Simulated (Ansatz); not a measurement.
AlN (zinc blende)

```yaml
crystal:
  lattice:
    - [0.00000, 2.18491, 2.18491]
    - [2.18491, 0.00000, 2.18491]
    - [2.18491, 2.18491, 0.00000]
  atoms:
    - { symbol: N, position: [0.75000, 0.75000, 0.75000] }
    - { symbol: Al, position: [0.00000, 0.00000, 0.00000] }
```

These are r2SCAN (plane waves to 500 eV, PAW, scalar-relativistic; Ansatz, an electronic-structure program) values and carry that method's errors. Harmonic phonons by density-functional perturbation theory on a 10×10×10 k mesh, in cm⁻¹; i marks imaginary ones, q is in fractions of the reciprocal vectors of the cell shown, and the three acoustic modes at Γ are left out. The non-analytic (LO-TO) term is not included, so polar modes at Γ have their transverse values. AlN was relaxed with its symmetry unable to fall.

### Question
Does any mode at Γ, L = (0.5, 0.0, 0.0), X = (0.5, 0.5, 0.0) come out imaginary?

### Answer
No imaginary mode at these points (lowest 238 cm⁻¹ at L = (0.5, 0.0, 0.0)); other wave vectors were not tested.

### Question
Predict the phonon wavenumbers at Γ, L = (0.5, 0.0, 0.0), X = (0.5, 0.5, 0.0).

### Answer
```csv
q,wavenumbers (cm⁻¹)
Γ,664 (×3)
"L = (0.5, 0.0, 0.0)","238 (×2), 590, 652 (×2), 743"
"X = (0.5, 0.5, 0.0)","350 (×2), 597, 667 (×2), 728"
```
